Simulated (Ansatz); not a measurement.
# Energy over volume and axial ratio for Sn (beta-Sn type, space group I4_1/amd)

Sn (beta-Sn type, space group I4_1/amd)

```cif
data_Sn4
_chemical_formula_sum 'Sn4'
_space_group_name_H-M_alt 'I41/amd :1'
_space_group_IT_number 141
_space_group_name_Hall 'I 4bw 2bw -1bw'
_cell_length_a 5.94700
_cell_length_b 5.94700
_cell_length_c 3.21230
_cell_angle_alpha 90.000
_cell_angle_beta 90.000
_cell_angle_gamma 90.000
loop_
_atom_site_label
_atom_site_type_symbol
_atom_site_symmetry_multiplicity
_atom_site_Wyckoff_symbol
_atom_site_fract_x
_atom_site_fract_y
_atom_site_fract_z
_atom_site_occupancy
Sn1 Sn 4 a 0.00000 0.00000 0.00000 1
```
(The calculation used a cell of 2 atoms; values per cell refer to that cell.)

Grid over V/V₀ and (c/a)/(c/a)₀, subscript 0 meaning the relaxed cell; the conventional c axis lies along z; no internal relaxation.

These are PBE (plane waves to 420 eV, PAW, scalar-relativistic; Ansatz, a first-principles code) values and carry that method's errors. k mesh 16×16×16 (Γ-centred), Fermi-Dirac smearing 0.05 eV. Energies are smeared free energies. Stress and pressure are positive under compression. With partly filled bands, the response to shear is sensitive to the k mesh, so small differences along c/a are uncertain. Sn was relaxed with its symmetry unable to fall. The zero of ΔE is the relaxed starting cell.

ΔE (meV/atom), with V/V₀ across and (c/a)/(c/a)₀ down:

```
(c/a)/(c/a)₀ \ V/V₀  0.960  0.973  0.987  1.000  1.013  1.027  1.040
-------------------  -----  -----  -----  -----  -----  -----  -----
0.880                   88     80     74     70     68     67     68
0.920                   41     35     32     30     29     30     32
0.960                   15     10      8      7      7      9     12
1.000                    7      3      1      0      1      3      6
1.040                   14      9      6      5      6      7     11
1.080                   28     23     19     17     17     18     21
1.120                   48     41     37     34     33     33     35
```

P (GPa), with V/V₀ across and (c/a)/(c/a)₀ down:

```
(c/a)/(c/a)₀ \ V/V₀  0.960  0.973  0.987  1.000  1.013  1.027  1.040
-------------------  -----  -----  -----  -----  -----  -----  -----
0.880                  3.7    2.8    2.1    1.4    0.7    0.1   -0.5
0.920                  2.8    2.0    1.2    0.5   -0.1   -0.7   -1.2
0.960                  2.2    1.5    0.8    0.1   -0.5   -1.1   -1.6
1.000                  2.1    1.4    0.7    0.0   -0.6   -1.2   -1.7
1.040                  2.3    1.5    0.8    0.1   -0.5   -1.0   -1.6
1.080                  2.6    1.8    1.1    0.4   -0.2   -0.8   -1.3
1.120                  3.1    2.3    1.5    0.8    0.2   -0.4   -0.9
```

Key numbers:

```
Item                                                                 Result
-------------------------  ------------------------------------------------
Lowest place on the grid    V/V₀ = 1.000, (c/a)/(c/a)₀ = 1.000 (0 meV/atom)
Highest place on the grid  V/V₀ = 0.960, (c/a)/(c/a)₀ = 0.880 (88 meV/atom)
```

The 49 points together took very roughly 27 core-minutes.

(A scan under strain: stresses follow from slopes of the energy per volume, elastic moduli from its curvatures.)
